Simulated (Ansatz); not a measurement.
Starting cell, GaN (zinc blende):

```
GaN
1.0
    0.00000     4.54850     4.54850
    2.27425     0.00000     2.27425
    2.27425     2.27425     0.00000
N Ga
2 2
Direct
  0.37500   0.75000   0.75000
  0.87500   0.75000   0.75000
  0.00000   0.00000   0.00000
  0.50000   0.00000   0.00000
```

The atoms are displaced by Q × the pattern below (from a DFPT mode at L = (0.5, 0.0, 0.0), largest move 1; Q in Å), at fixed cell. (q is in reciprocal vectors of the primitive cell; the cell shown is doubled to hold the pattern.)

```tsv
atom	x	y	z
N1	-0.063	0.063	0.063
N2	0.063	-0.063	-0.063
Ga3	-0.577	0.577	0.577
Ga4	0.577	-0.577	-0.577
```

Method: PBE (plane waves to 420 eV, PAW, scalar-relativistic; Ansatz, a program for electronic structure). k mesh 6×12×12 (Γ-centred), Fermi-Dirac smearing 0.05 eV. Energies are smeared free energies. GaN was relaxed with its symmetry unable to fall. ΔE is measured from the undisplaced structure.

```csv
Q (Å),ΔE (meV/cell)
-0.2800,2147
-0.2333,withheld
-0.1867,950
-0.1400,533
-0.0933,237
-0.0467,59
0.0000,0
0.0467,59
0.0933,237
0.1400,533
0.1867,950
0.2333,withheld
0.2800,2147
```

Q: Fit an even polynomial form (powers 2, 4) to the given rows and predict ΔE at Q = -0.2333.

A: Least squares on the 11 given rows: ΔE = (27150)·Q² + (3030)·Q⁴, in meV/cell with Q in Å; root-mean-square residual 0.3 meV/cell. At -0.2333 the fit gives 1487 meV/cell; the calculation gives 1487 meV/cell, the same to the digits shown. The quadratic term alone would give 1478 meV/cell.

(For displaced atoms, the force is minus the slope of the energy, and its curvature is a force constant, which sets phonon frequencies.)
